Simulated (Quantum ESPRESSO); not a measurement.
**Kohn-Sham bands of K$_{2}$Se (anti-fluorite)**

```
K2Se
1.0
    0.00000     3.83595     3.83595
    3.83595     0.00000     3.83595
    3.83595     3.83595     0.00000
K Se
2 1
Direct
  0.25000   0.25000   0.25000
  0.75000   0.75000   0.75000
  0.00000   0.00000   0.00000
```

Materials Project entry mp-8426; symmetrised, unrelaxed at this level. COD (Crystallography Open Database) has an entry of this formula and space group (matched by these alone). Computed values, not measurements, from LDA: Quantum ESPRESSO (norm-conserving PseudoDojo potentials, cutoff 69 Ry, no spin polarisation, no spin-orbit coupling) on a Γ-centred 8×8×8 mesh, then Wannier90. Density: 8×8×8 mesh, cold smearing 0.01 Ry. Spin-orbit coupling, left out, would split the p-like bands by a few tenths of an eV.

Problem. List the Kohn-Sham levels between −8 and 4.9 eV relative to the valence-band maximum at the high-symmetry points, as a band run of pw.x on that density gives them (levels within 2 meV counted together).

Solution. 
| point | k (reciprocal lattice) | levels (eV) |
|---|---|---|
| Γ | 0.000 0.000 0.000 | -0.14 (×3), 1.90 |
| X | 0.500 0.000 0.500 | -0.81, 0.00 (×2), 3.19, 4.74 |
| U | 0.625 0.250 0.625 | -0.60, -0.24, 0.00, 3.44 |
| K | 0.375 0.375 0.750 | -0.60, -0.24, 0.00, 3.44 |
| L | 0.500 0.500 0.500 | -0.70, -0.04 (×2), 4.28, 4.51 |
| W | 0.500 0.250 0.750 | -0.42 (×2), -0.02, 3.43 |
